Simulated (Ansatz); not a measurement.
## Na2BeH4: Electric field gradients

The cell is a Materials Project structure (computed, not necessarily an observed phase), its atoms then relaxed with PBE in this cell.

```xyz
14
Lattice="5.0056 0.0000 0.0000 0.0000 4.9398 0.0000 -1.2510 0.0000 6.5683" Properties=species:S:1:pos:R:3 pbc="T T T"
Na    3.5923    3.7049    0.1898
Na    0.1623    1.2350    6.3784
Na    0.6695    1.2350    3.0496
Na    3.0851    3.7049    3.5187
Be    1.1379    3.7049    1.4396
Be    2.6167    1.2350    5.1287
H     3.8285    1.2350    4.3411
H     2.8631    1.2350    6.5426
H     1.8039    2.3738    4.8270
H    -0.0739    3.7049    2.2272
H     1.8039    0.0961    4.8270
H     1.9507    4.8437    1.7412
H     1.9507    2.5660    1.7412
H     0.8915    3.7049    0.0256
```

Sites (sets of like atoms) are named by element and the number of their first atom in this list.

Computed with Ansatz: DFT, PBE, plane waves and PAW, scalar-relativistic, 420 eV cutoff, Γ-centred 6×6×4 k-points, Fermi–Dirac smearing 0.02 eV.

C_Q = eQV_zz/h, which is 24.18 MHz for Q = 1 b and V_zz = 10²¹ V/m²; η = (V_xx − V_yy)/V_zz. Directions are in the Cartesian axes of the cell vectors above, for the atom listed; none is given where the gradient is under 0.02 or η is above 0.95.

Task: Which values are expected at the nuclei?

Result: 

| site | first atom | first shell | V_zz (10²¹ V/m²) | η | direction of V_zz (x, y, z) |
| --- | --- | --- | --- | --- | --- |
| Na1 | 1 | 9 H at 2.31–2.71 Å | -0.34 | 0.82 | 0.93 0.00 0.36 |
| Na3 | 3 | 7 H at 2.25–2.71 Å | 0.58 | 0.78 | 0.83 0.00 0.56 |
| Be | 5 | 4 H at 1.43–1.45 Å | 0.072 | 0.72 | 0.87 0.00 -0.49 |
| H7 | 7 | 1 Be at 1.45 Å; also 4 Na at 2.25–2.71 Å | 0.92 | 0.04 | 0.84 0.00 -0.54 |
| H8 | 8 | 1 Be at 1.44 Å; also 4 Na at 2.31–2.71 Å | 0.76 | 0.08 | 0.20 0.00 0.98 |
| H9 | 9 | 1 Be at 1.43 Å; also 4 Na at 2.26–2.53 Å | 0.74 | 0.01 | -0.53 0.81 -0.23 |

At H7, H8 and H9 V_zz points along its bond to Be (within 3°) in each case.
